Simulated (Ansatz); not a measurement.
# AlRuC₄N₄, before and after

The guess for AlRuC₄N₄ was made by a generator: two interpenetrating cyanide-bridged diamond nets (P-43m, No. 215). Lengths were set from tabulated atomic sizes, so they are only a guess.

start.cif

```cif
data_structure
_symmetry_space_group_name_H-M 'P-43m'
_symmetry_Int_Tables_number 215
_cell_length_a 5.8064
_cell_length_b 5.8064
_cell_length_c 5.8064
_cell_angle_alpha 90.000
_cell_angle_beta 90.000
_cell_angle_gamma 90.000
_cell_volume 195.76
loop_
_atom_site_label
_atom_site_type_symbol
_atom_site_symmetry_multiplicity
_atom_site_Wyckoff_symbol
_atom_site_fract_x
_atom_site_fract_y
_atom_site_fract_z
_atom_site_occupancy
Al1 Al 1 b 0.50000 0.50000 0.50000 1
Ru1 Ru 1 a 0.00000 0.00000 0.00000 1
C1 C 4 e 0.18853 0.18853 0.18853 1
N1 N 4 e 0.30486 0.30486 0.30486 1
```

Method: DFT PBE, scalar-relativistic, plane waves, PAW (Ansatz 0.2.0). Cutoff 420 eV, Gaussian smearing, Γ-centred meshes. Cell and atoms relax first on a coarse mesh and then on a converged one. In between, the cell is made exact in the group found at 0.06 Å. The steps can't lower the symmetry of their start. Collinear spin, starting moments Ru 1.0 μB.

end.cif

```cif
data_structure
_symmetry_space_group_name_H-M 'P-43m'
_symmetry_Int_Tables_number 215
_cell_length_a 5.7679
_cell_length_b 5.7679
_cell_length_c 5.7679
_cell_angle_alpha 90.000
_cell_angle_beta 90.000
_cell_angle_gamma 90.000
_cell_volume 191.89
loop_
_atom_site_label
_atom_site_type_symbol
_atom_site_symmetry_multiplicity
_atom_site_Wyckoff_symbol
_atom_site_fract_x
_atom_site_fract_y
_atom_site_fract_z
_atom_site_occupancy
Al1 Al 1 b 0.50000 0.50000 0.50000 1
Ru1 Ru 1 a 0.00000 0.00000 0.00000 1
C1 C 4 e 0.19739 0.19739 0.19739 1
N1 N 4 e 0.31585 0.31585 0.31585 1
```

The symmetry stays P-43m (No. 215). The volume per atom shrinks by 2.0 %, from 19.6 to 19.2 Å³. The shortest distance goes from 1.17 Å (C–N) to 1.18 Å (C–N). The energy falls by about 0.08 eV/atom (the start's value is from the coarse mesh).

```json
{"Volume per atom": "19.19 Å³", "Density": "2.01 g/cm³", "Energy over the elements": "+0.206 eV/atom", "Gap on the 6×6×6 mesh of the 10-atom cell": "0.33 eV", "Net moment per atom": "0.30 μB", "Moment by site": "Ru 0.9 μB"}
```

The zero of energy is the elements' standard structures at the same level (N₂ as a molecule); no fitted shifts are applied. A positive value: parting into the elements would lower its energy.

The last run used collinear spin and Gaussian smearing of 0.02 eV. Kohn–Sham gaps at this level usually fall short of measured ones. The reference form of C is held partly by dispersion forces, which this level lacks. The magnetic state reached may not be the lowest. Small gaps are read on the mesh alone, and bands can cross between its points. A structure relaxed within its symmetry needn't be a true minimum. In all, the 3 runs took 7.1 min on 1 thread of Intel(R) Xeon(R) Processor @ 2.50GHz (Skylake/Cascade Lake) (shared host). Site moments count only spheres around the atoms; the net moment includes the space between them.
